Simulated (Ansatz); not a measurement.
Starting structure of a cell relaxation (symmetry kept):

```xyz
6
Lattice="4.4497 0.0000 0.0000 0.0000 4.4497 0.0000 0.0000 0.0000 2.8771" Properties=species:S:1:pos:R:3 pbc="T T T"
Mn    0.0000    0.0000    0.0000
Mn    2.2248    2.2248    1.4385
O     1.3592    1.3592    0.0000
O     0.8657    3.5840    1.4385
O     3.0905    3.0905    0.0000
O     3.5840    0.8657    1.4385
```

Method: Ansatz, DFT PBE+D3(BJ), scalar-relativistic, plane waves, PAW.

Plane waves to 420 eV, a k mesh through Γ of 8×8×12 on the computed 6-atom cell and Gaussian smearing (0.10 eV); collinear spin from starting moments 2.63 2.63 0 0 0 0 μB.

Question: What does it relax to?

Answer: The volume decreases by 0.11 Å³/atom to 9.38 Å³/atom, and the energy falls by 1.0 meV/atom. The cell ends with a moment of 6.00 μB (only this magnetic start was tried). Final structure:
Space group P4_2/mnm (No. 136). a = 4.429 Å, b = 4.429 Å, c = 2.869 Å, α = 90.00°, β = 90.00°, γ = 90.00°
```
atom site symmetry x y z
  Mn    2a m.mm  0.0000  0.0000  0.0000
   O    4f m.2m  0.3051  0.3051  0.0000
```

The state reached may not be the lowest one. The program reads another magnetic order as possibly lower. Moments started parallel, and an antiferromagnetic order may lie lower.

Cost: 1 run of about 2.6 core-minutes, on Arm Neoverse V2 (shared hosts).